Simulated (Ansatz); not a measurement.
Strain response of YCu

Computed with DFT PBEsol, scalar-relativistic, plane waves, PAW (Ansatz 0.2.0). Settings: 420 eV cutoff, 12×12×12 k-mesh, Gaussian smearing of 0.10 eV, no spin polarisation.

Starting point, cell and atoms relaxed:

```
CELL_PARAMETERS angstrom
3.42443 0.00000 0.00000
0.00000 3.42443 0.00000
0.00000 0.00000 3.42443
ATOMIC_POSITIONS crystal
Y 0.00000 0.00000 0.00000
Cu 0.50000 0.50000 0.50000
```

Deformation: biaxial strain in the a-b plane, with the length and tilt of c and the atoms relaxed, all within the symmetry that the strain leaves. Energies are extrapolated to zero smearing.

```csv
strain (%),ΔE (meV/atom),a (Å),b (Å),c (Å)
-6.0,61.8,3.219,3.219,3.638
-4.0,27.3,3.287,3.287,3.560
-2.0,7.1,3.356,3.356,3.488
+0.0,0.0,3.424,3.424,3.424
+2.0,7.4,3.493,3.493,3.375
+4.0,27.6,3.561,3.561,3.327
+6.0,59.9,3.630,3.630,3.284
```

What stiffness (1/V) d²E/dε² at zero strain does a cubic fit over all points give?

A cubic fit gives (1/V) d²E/dε² = 268 GPa at zero strain (twice the biaxial modulus).

How does the free axis c answer a small strain?

Between the innermost points its strain is -0.83 times the applied one.